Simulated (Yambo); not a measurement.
SnO (space group P4/nmm, No. 129); a = b = 3.8137 Å, c = 4.8869 Å, α = β = γ = 90.00°. With the G0W0 scissor the direct gap on the mesh is 2.88 eV. Axes are Cartesian, with cell vectors (Å) (3.81, 0.00, 0.00), (0.00, 3.81, 0.00), (0.00, 0.00, 4.89).

Question: Can the lowest exciton of this BSE run be trusted, and with what binding energy? (Yambo, LDA bands; 8×8×6 mesh, 6 valence and 6 conduction bands, static screening with 46 bands and a 4 Ry block, scissor 0.88 eV, Tamm-Dancoff.)

Answer: No. The lowest state covers only about 3 of the 384 k points, so the mesh doesn't resolve it: its energy and its distance from the direct gap are mesh artefacts. An extended exciton needs a far denser mesh. The scissor comes from a G0W0 run whose convergence isn't established. Spin-orbit splittings are left out.

The standard potential for Sn keeps a d shell in the valence without the s and p states of that shell. In tests on such compounds this moved G0W0 gaps by up to about 0.9 eV, so absolute quasiparticle energies here are unreliable; differences between settings are what counts.

Geometry of the Materials Project entry, not relaxed at this level.

The distance between layers or molecules is the database entry's, not relaxed here. Functionals without dispersion can leave it too large, which widens gaps and weakens the response across layers: the numbers belong to this cell.
